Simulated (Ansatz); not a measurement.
Here is an unrelaxed guess for MoF₂.

Space group P4/mmm (No. 123). a = 4.080 Å, b = 4.080 Å, c = 4.080 Å, α = 90.00°, β = 90.00°, γ = 90.00°
```tsv
atom	site	symmetry	x	y	z
Mo	1a	4/mmm	0.0000	0.0000	0.0000
F	2f	mmm.	0.5000	0.0000	0.0000
```

Computed with DFT PBE, scalar-relativistic, plane waves, PAW in Ansatz 0.2.0. Settings: cutoff 420 eV, Γ-centred mesh 4×4×4 on the computed 3-atom cell, Gaussian smearing of 0.10 eV; collinear spin from starting moments 1.0 0.0 0.0 μB.

The zero of energy is the elements' standard structures at the same level (F₂ as a molecule); no fitted shifts are applied.

Task: Estimate its pressure, forces and energy as it stands.

Result: The pressure is 2.2 GPa (the mean over three directions, positive in compression), the largest force is 0.00 eV/Å (symmetry fixes the atoms), and the energy is −1.31 eV/atom against the elements. The shortest distance is 2.04 Å.

Task: Is it a good guess?

Result: A rough one: relaxing gains about 0.31 eV/atom (the start's value is from the coarse mesh, so the gain is rough) in 22 ionic steps and ends at −1.62 eV/atom on the finer mesh. The symmetry stays P4/mmm (No. 123). The volume per atom shrinks by 37.5 %, from 22.6 to 14.1 Å³. The shortest distance goes from 2.04 Å (Mo–F) to 2.05 Å (Mo–F). The ratio c/a of the conventional cell changes by a factor of 0.62. Conventional cell: a = 4.094 Å, c = 2.531 Å. Mo is surrounded by 4 F at 2.05 Å and 2 Mo at 2.53 Å; around F lie 2 Mo at 2.05 Å.

The last run used collinear spin, a 12×12×18 mesh (in the run's order of axes) for its 3-atom cell and Gaussian smearing of 0.10 eV. Another magnetic order may lie lower. The relaxation can't lower the symmetry of the start, and the grade says only how near the guess is to its own end. Symmetry constrained the relaxation, so the result can be a saddle point.
